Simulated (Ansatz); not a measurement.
Computed with DFT PBE, scalar-relativistic, plane waves, PAW in Ansatz. All cells share a 420 eV cutoff and Γ-centred k meshes spaced at most about 0.3 Å⁻¹ (about 0.25 or finer for metals, 2π included). No spin polarisation in the final relaxations.

All energies are static (0 K, no zero-point motion).

Two forms of AlCu5 were relaxed alike.

A.

```
CELL_PARAMETERS angstrom
7.90999 0.00000 0.00000
-3.95500 6.85025 0.00000
0.00000 0.00000 2.40645
ATOMIC_POSITIONS crystal
Al 0.00000 0.00000 0.00000
Cu 0.50000 0.00000 0.50000
Cu 0.00000 0.50000 0.50000
Cu 0.50000 0.50000 0.50000
Cu 0.33333 0.66667 0.50000
Cu 0.66667 0.33333 0.50000
```

B.

```
CELL_PARAMETERS angstrom
4.72473 0.00000 0.00000
-2.36236 4.09173 0.00000
0.00000 0.00000 6.95065
ATOMIC_POSITIONS crystal
Al 0.00000 0.00000 0.00000
Cu 0.50000 0.00000 0.50000
Cu 0.00000 0.50000 0.50000
Cu 0.50000 0.50000 0.50000
Cu 0.00000 0.00000 0.66639
Cu 0.00000 0.00000 0.33361
```

**Question.** Which would you expect to be lower, and how large is the difference?

**Answer.** B is lower, by 0.33 eV/atom. A has space group P6/mmm (No. 191), 21.7 Å³/atom and no gap on its mesh; B has space group P6/mmm (No. 191), 22.4 Å³/atom and no gap. Counting all near atoms (those within 1.25 times the shortest distance at each site; a plus sign parts nearer from farther groups; a slash parts the counts of unlike sites), A has Al 2, Cu 4/5 and B has Al 2, Cu 2+6/4+4. Even the lower one lies +0.62 eV/atom against the reference forms of the elements (uncorrected), so neither is stable at this level. Both come from invented guesses. A third cell relaxed alike, in P-62m, lies 0.75 eV/atom below the lower of the two.

Cells relaxed within their symmetry can be saddle points.
